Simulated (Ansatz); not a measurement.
TiO2 (anatase)

```yaml
crystal:
  lattice:
    - [-1.89940, 1.89940, 4.85040]
    - [1.89940, -1.89940, 4.85040]
    - [1.89940, 1.89940, -4.85040]
  atoms:
    - { symbol: Ti, position: [0.50000, 0.50000, 0.00000] }
    - { symbol: Ti, position: [0.25000, 0.75000, 0.50000] }
    - { symbol: O, position: [0.29355, 0.29355, 0.00000] }
    - { symbol: O, position: [0.04355, 0.54355, 0.50000] }
    - { symbol: O, position: [0.45645, 0.95645, 0.50000] }
    - { symbol: O, position: [0.70645, 0.70645, 0.00000] }
```

Two coordinates are scanned: the volume, and the ratio of the stretch along z (the conventional c axis) to the stretch across it. Atoms keep their fractional coordinates.

All values below come from PBE (plane waves to 420 eV, PAW, scalar-relativistic; Ansatz, an electronic-structure program). k mesh 12×12×12 (Γ-centred), Fermi-Dirac smearing 0.05 eV. Energies are smeared free energies. Compression counts positive. As the atoms are clamped, bonds stretch with the cell, which overstates energies and stresses. TiO2 is run without spin polarisation. TiO2 was relaxed with its symmetry unable to fall. ΔE is measured from the relaxed starting cell.

ΔE (kJ/mol of atoms), with V/V₀ across and (c/a)/(c/a)₀ down:

```csv
(c/a)/(c/a)₀ \ V/V₀,0.960,0.980,1.000,1.020,1.040
0.960,2.38,1.31,0.89,1.05,1.74
0.980,1.53,0.55,0.21,0.45,1.22
1.000,1.24,0.30,0.00,0.28,1.08
1.020,1.43,0.49,0.19,0.47,1.27
1.040,2.04,1.06,0.73,0.97,1.74
```

σxx (GPa), with V/V₀ across and (c/a)/(c/a)₀ down:

```tsv
(c/a)/(c/a)₀ \ V/V₀	0.960	0.980	1.000	1.020	1.040
0.960	6.0	1.6	-2.4	-5.9	-9.1
0.980	7.5	2.9	-1.2	-4.9	-8.3
1.000	9.0	4.3	0.0	-3.8	-7.3
1.020	10.7	5.8	1.3	-2.6	-6.2
1.040	12.5	7.4	2.8	-1.3	-5.1
```

Key numbers:

```
Item                                                                                                                                 Value
--------------------------------------------------------------------------------------  --------------------------------------------------
Modulus against c/a change at fixed volume, (3/4V)·∂²E/∂(ln c/a)² (fit, atoms clamped)    107 GPa, an upper bound as the atoms could relax
Lowest place on the grid                                                                 V/V₀ = 1.000, (c/a)/(c/a)₀ = 1.000 (0.0 meV/atom)
Highest place on the grid                                                               V/V₀ = 0.960, (c/a)/(c/a)₀ = 0.960 (24.6 meV/atom)
```

(Under strain, the slope of the energy per volume gives the stress and its curvature an elastic modulus.)
